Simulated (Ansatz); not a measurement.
Here is the system:

CF4:
```yaml
crystal:
  lattice:
    - [4.16431, 2.10620, 0.00000]
    - [-4.16431, 2.10620, 0.00000]
    - [-4.11892, 0.00000, 7.17590]
  atoms:
    - { symbol: F, position: [0.38849, 0.60609, 0.60582] }
    - { symbol: F, position: [0.60609, 0.38849, 0.89418] }
    - { symbol: F, position: [0.61151, 0.39391, 0.39418] }
    - { symbol: F, position: [0.39391, 0.61151, 0.10582] }
    - { symbol: C, position: [0.68439, 0.68439, 0.25000] }
    - { symbol: C, position: [0.31561, 0.31561, 0.75000] }
    - { symbol: F, position: [0.76314, 0.96823, 0.29376] }
    - { symbol: F, position: [0.96823, 0.76314, 0.20624] }
    - { symbol: F, position: [0.23686, 0.03177, 0.70624] }
    - { symbol: F, position: [0.03177, 0.23686, 0.79376] }
```

This is the r²SCAN+D4-relaxed structure. Cartesian axes are those of the cell as given.

Q: All from the program Ansatz at the r²SCAN+D4 level (PAW), unless another level is named. Give the Hill bulk and shear moduli.

A: 7.2 and 3.8 GPa.

Q: Predict the highest zone-centre frequency (without LO–TO term).

A: 1290 cm⁻¹.

Q: Next, the elastic constants (relaxed ions, GPa)?

A: C11 = 15.3, C22 = 14.0, C33 = 14.4, C12 = 4.0, C13 = 3.9, C23 = 3.0, C44 = 2.9, C55 = 2.7, C66 = 4.4, C15 = -1.4, C25 = 1.3, C35 = 1.2, C46 = 1.1.

Space group C2/c. The workflow started from an entry of the Crystallography Open Database (COD). Symmetry was held in the r²SCAN+D4 relaxation; whether a distortion lowers the energy is not shown. The substance is a gas or liquid at ambient conditions.

Potentials: the later of the program's two PAW sets.
